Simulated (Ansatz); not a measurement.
## LiSc: one input, then a changed one

The cell was built from the CsCl type and relaxed in the same program; it needn't be a known or the stable phase. The listed cell was then made from it by scaling, straining or moving an atom.

First run: DFT, PBE, PAW with Ansatz's default frozen-core files, scalar-relativistic (Ansatz 0.2.0).

Command: `ansatz run input.yaml --threads 1 --pin off --max-ram 2048MiB --backend cpu --events-out ev --progress --plain --runs-dir out` The run took 18 s on 1 thread of AMD EPYC (Zen 3) (shared host), peak memory 0.41 GiB.

```yaml
crystal:
  lattice:
    - [3.4865174366, 0.0, 0.0]
    - [0.0, 3.4865174366, 0.0]
    - [0.0, 0.0, 3.4865174366]
  atoms:
    - { symbol: Li, position: [0.0344182991, 0.0, 0.0] }
    - { symbol: Sc, position: [0.5, 0.5, 0.5] }
kpoints:
  mp_grid: { grid: [11, 11, 11] }
scf:
  occupations: { method: fermi_dirac, width: 0.05 }
hamiltonian:
  xc: pbe
  pseudopotentials: { kind: paw }
output:
  forces: true
  stress: true
  eigenvalues: true
  efg: { contact_densities: true }
  write_density: true
  write_potential: true
  elf: true
  volumetric_format: npy
```

Result: converged; pressure 0.10 GPa; largest force 0.335 eV/Å; no gap on the k mesh; 6 SCF iterations.

The input is then changed:

```diff
@@ -23,3 +23,5 @@
   elf: true
   volumetric_format: npy
+basis:
+  ecutwfc: "14.7 Ry"
```

Q: What does the second run give?

A: It converged; energy at zero smearing +1292.6 meV/atom from the first run; pressure 0.60 GPa; largest force 0.383 eV/Å; no gap on the k mesh; 7 SCF iterations. Some of these settings are too coarse for converged properties.

The results part of its log:

```
SCF 1 converged in 7 iterations: F = -2337.488074 eV  dr2 = 6.99e-9
  greatest PAW one-centre occupation: 1.050 electrons in one spin orbital (limit 2), on the Sc atom at site 1 (counted from 0), in its partial waves of l = 1
SCF converged after 7 iterations
Free energy (F): -2337.488074 eV
Harris-Foulkes:  -2337.488074 eV  (|F-HF|=2.98e-9)
Internal energy: -2337.468294 eV  (E = F + TS)
E sigma→0 (E₀):  -2337.478184 eV
Entropy (-TS):   -0.019780 eV (-9.890 meV/atom)
Fermi energy:    5.983014 eV
--- Per-component energies (eV) ---
  E_band       = -288.401614
  E_kinetic    = 284.690763
  E_local      = -1067.574301  (includes V_loc(G=0)·N_el)
  E_nonlocal   = 45.995809
  E_hartree    = 360.607259
  E_xc         = -114.830453
  E_vxc        = -142.656621  (∫ρ·V_xc dr)
  E_paw        = -975.710888  (= ΣΔE_a)
  E_vpaw       = -130.075565  (= ΣTr[D̂ρ^β])
  E_aug_tail   = 0.004783  (compensation charges beyond the density's cutoff)
  E_ewald      = -870.651266
  E_smearing   = -0.019780  (= −TS)
  E_closure    = 0.000000  (closes the sum)
  Σ components = -2337.488074   (vs F -2337.488074, Δ=0.00e0)
--- Forces (eV/Å), atoms counted from 1 ---
  atom   1  Li    -0.38274245     0.00000000     0.00000000
  atom   2  Sc     0.38275276    -0.00000000     0.00000000
  max |Σ_I F_I| component: 1.03e-5 eV/Å
--- Stress (GPa, compression-positive) ---
        0.394890      -0.000000       0.000000
        0.000000       0.706651       0.000000
        0.000000       0.000000       0.706651
  P = ⅓ Tr σ = 0.6027 GPa (6.027 kbar)
--- PAW observables at the nuclei: V_zz in 10²¹ V/m², potentials from the cell's mean, atoms counted from 1 ---
  atom   1  Li V_zz =    -0.002614   η = 0.0000   by run symmetry: allowed
            electrostatic potential = -166.382827 V   contact ρ = 94.974495 e/Å³
  atom   2  Sc V_zz =    +0.020947   η = 0.0000   by run symmetry: allowed
            electrostatic potential = -2360.464720 V   contact ρ = 48562.147440 e/Å³
--- Band table (eV; the first three rows and the last of 126) ---
  k-point 0: bands = ["-44.8731", "-39.5498", "-22.9412", "-22.9412", "-22.9386", "1.4312", "6.0842", "6.0884", "8.5378", "8.5378", "8.5394"]
  k-point 1: bands = ["-44.8722", "-39.5460", "-22.9352", "-22.9327", "-22.9245", "1.5333", "6.1021", "6.1207", "8.4226", "8.4262", "8.5512"]
  k-point 2: bands = ["-44.8712", "-39.5609", "-23.0374", "-22.9419", "-22.9403", "1.8136", "5.9732", "6.2186", "8.0791", "8.0881", "8.5503"]
  k-point 125: bands = ["-44.8524", "-39.5922", "-23.1337", "-23.1331", "-23.1295", "5.2298", "5.3023", "5.3055", "8.7920", "8.7930", "9.7839"]
```
